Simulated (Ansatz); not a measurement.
TiTe2 (CdI2 type)

Space group P-3m1 (No. 164); a = 3.697 Å, b = 3.697 Å, c = 6.384 Å, α = 90.00°, β = 90.00°, γ = 120.00°

| atom | site | symmetry | x | y | z |
|---|---|---|---|---|---|
| Ti | 1a | -3m. | 0.0000 | 0.0000 | 0.0000 |
| Te | 2d | 3m. | 0.3333 | 0.6667 | 0.2711 |

E(V) scan at fixed shape, V₀ the volume above. The atoms relax within the cell's symmetry.

These are PBE-D3(BJ) (plane waves to 420 eV, PAW, scalar-relativistic; Ansatz, a quantum-chemistry and plane-wave program) values and carry that method's errors. k mesh 15×15×8 (Γ-centred), Fermi-Dirac smearing 0.05 eV. The energy includes the smearing's −TS. Spin-orbit coupling is left out, though Te is heavy. TiTe2 is run without spin polarisation. TiTe2 was relaxed with its symmetry unable to fall. The zero of ΔE is the relaxed starting cell.

### Question
Estimate the ΔE (kJ/mol of atoms) for V/V₀ = 0.840, 0.872, 0.904, 0.936, 1.032, 1.064, 1.096, 1.128.

### Answer
```csv
V/V₀,ΔE (kJ/mol of atoms)
0.840,12.2
0.872,7.2
0.904,3.7
0.936,1.5
1.032,0.3
1.064,1.1
1.096,2.4
1.128,3.9
```

(Under strain, the slope of the energy per volume gives the stress and its curvature an elastic modulus.)
